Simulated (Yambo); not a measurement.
# Convergence of the G0W0 gap of Cs2HfF6

G0W0@LDA for Cs₂HfF₆ (space group P-3m1, No. 164) in Yambo. Reference settings: 3×3×2 Γ-centred k mesh, bands 2 to 193 and a 6 Ry block in the screening, 193 bands in G with the Bruneval-Gonze terminator, plasmon pole fitted at 27.2 eV. The LDA gap Γ → Γ on this mesh is 7.25 eV; G0W0 gaps are taken between the same points.

```json
[
 {"change from the reference": "reference settings", "G0W0 gap Γ → Γ (eV)": "11.04", "shift of the valence edge (eV)": "-2.22"},
 {"change from the reference": "3 Ry block", "G0W0 gap Γ → Γ (eV)": "11.28", "shift of the valence edge (eV)": "-2.54"},
 {"change from the reference": "pole fitted at 40 eV", "G0W0 gap Γ → Γ (eV)": "11.06", "shift of the valence edge (eV)": "-2.26"},
 {"change from the reference": "130 bands in G, no terminator", "G0W0 gap Γ → Γ (eV)": "10.99", "shift of the valence edge (eV)": "-1.92"}
]
```

The reference isn't shown to be the converged limit.

Without spin-orbit coupling, band edges of such heavy elements can be off by tenths of an eV.

Geometry of the Materials Project entry, not relaxed at this level; primitive cell a = b = 6.3607 Å, c = 4.9703 Å, α = β = 90.00°, γ = 120.00°.

A shift is the quasiparticle energy of the state minus its LDA energy.
